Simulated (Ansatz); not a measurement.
Input:

Bi2HSe3:
```xyz
6
Lattice="2.2482 1.2980 9.1571 -2.2482 1.2980 9.1571 0.0000 -2.5960 9.1571" Properties=species:S:1:pos:R:3 pbc="T T T"
Se     0.0000     0.0000    27.3191
Bi     0.0000     0.0000    16.6906
Bi     0.0000     0.0000    10.9073
Se     0.0000     0.0000     6.0988
Se     0.0000     0.0000    21.3252
H      0.0000     0.0000     4.6240
```

This is the r²SCAN+D4-relaxed structure.

**Question.** All from DFT-r²SCAN+D4 in the program Ansatz with PAW potentials, unless another level is named. Estimate the electronic character.

**Answer.** metallic (no gap).

**Question.** And the formation energy from the elements (no fitted shifts)?

**Answer.** -0.15 eV/atom.

**Question.** Give the density of states at the Fermi level.

**Answer.** 0.37 states/eV per atom (mean over ±0.08 eV).

Space group R3m. The start of the workflow was typed in or built on a structure type; neither database checked (COD, Materials Project) lists it. Its standing as an ambient phase is unchecked. The r²SCAN+D4 relaxation kept the symmetry of its start; whether a distortion lowers the energy is not shown. With an odd number of electrons in the cell and no spin polarisation, the count alone makes it a metal. The references are the lowest solids computed at this level, not always the standard phases (solids in place of the gases). Spin–orbit coupling is left out wherever it is not named.

Potentials: the earlier of the program's two PAW sets.
